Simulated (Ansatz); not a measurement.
Name crystals whose computed values (plane-wave PAW PBEsol (Ansatz code)) fall in these windows: G_Hill (GPa) 26 to 35; B₀ by P(V) fit (GPa) 74 to 96; Θ_D (K) 170 to 230.



| crystal | G_Hill (GPa) | B₀ by P(V) fit (GPa) | Θ_D (K) |
|---|---|---|---|
| BiTePd, P2_13 (Bi on 4a, Te on 4a, Pd on 4a) | 30.8 | 87.4 | 202 |
| NaAu2, cubic Laves (MgCu2 type) | 34.6 | 87.6 | 212 |
| Bi2Pt, Pa-3 (Bi on 8c, Pt on 4a) | 30.3 | 95.1 | 171 |
| MgAu, CsCl type | 31.7 | 92.2 | 224 |
Others may fit too.

Standing as an ambient phase not checked: BiTePd, P2_13 (Bi on 4a, Te on 4a, Pd on 4a); NaAu2, cubic Laves (MgCu2 type); Bi2Pt, Pa-3 (Bi on 8c, Pt on 4a); MgAu, CsCl type. All cells were relaxed under the symmetry of their starts (and spin orders); stability against distortions was not tested throughout. Rows with no word on spin ran without spin polarisation. Scalar-relativistic: spin–orbit coupling is off unless named, which matters more the heavier the elements.

Potentials: the later of the program's two PAW sets.
